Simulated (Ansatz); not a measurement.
# Two inputs for ZnPtC6N6

Cell: a COD entry, its atoms then relaxed with PBE in this cell.

Space group Fm-3m (No. 225); a = 10.5220 Å.

```
site  Wyckoff  site symmetry       x       y       z
  Zn       4b           m-3m  0.5000  0.5000  0.5000
  Pt       4a           m-3m  0.0000  0.0000  0.0000
   C      24e           4m.m  0.5000  0.5000  0.1902
   N      24e           4m.m  0.5000  0.5000  0.3001
```

One atom of each set is listed; the run and its k-mesh use a cell of 14 atoms with edges of 7.44, 7.44, 7.44 Å.

Reference run. Level of theory: DFT, PBE, plane waves and PAW, scalar-relativistic, 420 eV cutoff, Γ-centred 6×6×6 k-points, Fermi–Dirac smearing 0.05 eV (Ansatz 0.2.0).

Problem. The input is changed as follows: `scf.lower_state_search`: not typed → standard; `hamiltonian.hubbard`: not typed → {sites: [{species: Pt, l: d, u_eff: 3.0}], double_counting: fll}. What happens to V_zz (10²¹ V/m²) and η?

Solution. 

```json
{"site": "C", "V_zz reference": "-3.78", "η reference": "0.00", "V_zz changed": "-3.82", "η changed": "0.00"}
{"site": "N", "V_zz reference": "-5.82", "η reference": "0.00", "V_zz changed": "-5.86", "η changed": "0.00"}
```

The largest change of V_zz is on C, from -3.78 to -3.82. In per cent, |V_zz| changes by +1 on C, +1 on N (all sites that start above 0.5). Sites without a gradient aren't listed.

On the reference run: Without spin–orbit coupling the gradients at and beside Pt can be off by some per cent, at some sites by more. The database entry as given showed forces above 3 eV/Å or a pressure above 30 GPa, though relaxing it moves no atom far.
